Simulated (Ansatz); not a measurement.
input.yaml (Ansatz)

```yaml
crystal:
  lattice:
    - [-1.5426036819, 1.5426036819, 1.5426036819]
    - [1.5426036819, -1.5426036819, 1.5426036819]
    - [1.5426036819, 1.5426036819, -1.5426036819]
  atoms:
    - { symbol: Re, position: [0.0, 0.0, 0.0] }
hamiltonian:
  xc: pbesol
  pseudopotentials:
    kind: paw
    azcp:
      Re: "pseudopotentials/Re.paw.azcp"
basis:
  ecutwfc: 420
  fft_grid_basis: typed
kpoints:
  mp_grid: { grid: [23, 23, 23], shift: [0, 0, 0] }
magnetization:
  spin_polarized: false
scf:
  occupations: { method: fermi_dirac, width: 0.1 }
output:
  write_density: true
  write_potential: true
  elf: true
  volumetric_format: npy
```

Output

```
Warning: the record states the generating functional pbe (its physics header spells it `PBE`), which answers neither for hamiltonian.xc's functional nor for the pbesol family's — results may be inconsistent (PPs are generated against a specific XC)
Engine: ansatz 0.2.0, aarch64-unknown-linux-gnu
Pseudopotentials: kind: paw
Pseudopotential: Re, paw, valence charge 15, recommended cutoff 420 eV (normal) 
Functional definition: PBEsol
  exchange = pbesol_x
  correlation = pbesol_c
Crystal: 1 atoms, lattice volume = 14.683 Å³
Basis set: ecut = 420 eV, 321 PW (Γ)
Bands: 12, of which v1, the nominal top of the filled ones, is band 8 counted from 1 (7 counted from 0)
Symmetry: 48 space group operations
Space group: Im-3m (ITA 229), of the structure as read, at distance tolerance 2.4e-5 Å
k-points: 364 of 12167
Non-local potential: Re, projectors of the file, l = 0: 3, l = 1: 2, l = 2: 2, l = 3: 1
PAW form: soft (Blöchl's): semilocal exchange-correlation on the pseudo side does not see the compensation charge
PAW frozen core: Re, regenerated for the run's functional, and the local potential with it (the file was generated under x = pbe(κ = 0.804, μ = 0.2195149727645171), c = pbe(β = 0.06672455060314922))
PAW one-centre angular grid: Re, 590 points (default); XC on 64 Gauss nodes
Initial density: superposition of atomic densities (neutral atoms: chi_scale 0, normalization atom), corrected by the library's trained network
Initial wavefunctions: pseudopotential atomic-orbital guess
Functional: x = pbesol(κ = 0.804, μ = 0.12345679012345678), c = pbesol(β = 0.046)
SCF iter   1: F=—  HF=-10736.944001 eV  |F-HF|=—  |Δ(HF+E_count)|=         —  Δρ=5.90e-3  dr2=2.24e-3  ethr=1.77e-3  ⟨swp⟩=5.0  Hψ=22913  notcnv=0
SCF iter   2: F=—  HF=-10736.943531 eV  |F-HF|=—  |Δ(HF+E_count)|=   4.70e-4  Δρ=2.57e-3  dr2=1.92e-4  ethr=1.49e-5  ⟨swp⟩=2.1  Hψ=9132  notcnv=0
SCF iter   3: F=—  HF=-10736.943585 eV  |F-HF|=—  |Δ(HF+E_count)|=   5.40e-5  Δρ=8.52e-4  dr2=1.88e-5  ethr=1.28e-6  ⟨swp⟩=1.0  Hψ=4365  notcnv=0
SCF iter   4: F=—  HF=-10736.943596 eV  |F-HF|=—  |Δ(HF+E_count)|=   1.11e-5  Δρ=6.21e-5  dr2=1.09e-7  ethr=1.26e-7  ⟨swp⟩=1.7  Hψ=6416  notcnv=0
iter 5 did not close the SCF: its close was put off for the readings that it lacked (scf_convergence_deferred on its scf_iter line)
SCF iter   5: F=-10736.943596 eV  HF=-10736.943596 eV  |F-HF|=8.55e-11  |Δ(HF+E_count)|=   1.18e-7  Δρ=3.01e-6  dr2=3.44e-10  ethr=7.30e-10  ⟨swp⟩=2.1  Hψ=7105  notcnv=0
SCF iter   6: F=-10736.943596 eV  HF=-10736.943596 eV  |F-HF|=1.09e-11  |Δ(HF+E_count)|=  1.64e-11  Δρ=5.64e-7  dr2=9.66e-12  ethr=2.29e-12  ⟨swp⟩=1.0  Hψ=13175  notcnv=0
SCF 1 converged in 6 iterations: F = -10736.943596 eV  dr2 = 9.66e-12
SCF converged after 6 iterations
Free energy (F): -10736.943596 eV
Harris-Foulkes:  -10736.943596 eV  (|F-HF|=1.09e-11)
Internal energy: -10736.911924 eV  (E = F + TS)
E sigma→0 (E₀):  -10736.927760 eV
Entropy (-TS):   -0.031672 eV (-31.672 meV/atom)
Fermi energy:    24.792643 eV
--- Per-component energies (eV) ---
  E_band       = -72.947032
  E_kinetic    = 541.742776
  E_local      = -757.331863  (includes V_loc(G=0)·N_el)
  E_nonlocal   = 50.903852
  E_hartree    = 270.770707
  E_xc         = -401.405235
  E_vxc        = -304.241723  (∫ρ·V_xc dr)
  E_paw        = -8530.960912  (= ΣΔE_a)
  E_vpaw       = -145.561377  (= ΣTr[D̂ρ^β])
  E_aug_tail   = -0.000072  (compensation charges beyond the density's cutoff)
  E_ewald      = -1910.864440
  E_core_change = 0.233262  (= ΣΔE_core)
  E_smearing   = -0.031672  (= −TS)
  E_closure    = 0.000000  (closes the sum)
  Σ components = -10736.943596   (vs F -10736.943596, Δ=0.00e0)
--- Band table (eV; the first three rows and the last of 364) ---
  k-point 0: bands = ["-55.9019", "-17.1579", "-17.1579", "-17.1579", "13.9893", "22.0826", "22.0826", "22.0826", "25.5724", "25.5724", "39.4117", "39.4117"]
  k-point 1: bands = ["-55.8995", "-17.1826", "-17.1658", "-17.1580", "14.0846", "22.0286", "22.0743", "22.1726", "25.4863", "25.5740", "39.4884", "39.5682"]
  k-point 2: bands = ["-55.8925", "-17.2545", "-17.1886", "-17.1582", "14.3637", "21.8741", "22.0401", "22.4406", "25.2725", "25.5812", "39.6950", "40.0296"]
  k-point 363: bands = ["-55.6770", "-18.0342", "-18.0300", "-18.0300", "17.6239", "17.6384", "28.2445", "28.2445", "28.3913", "32.4970", "32.9227", "32.9227"]
```
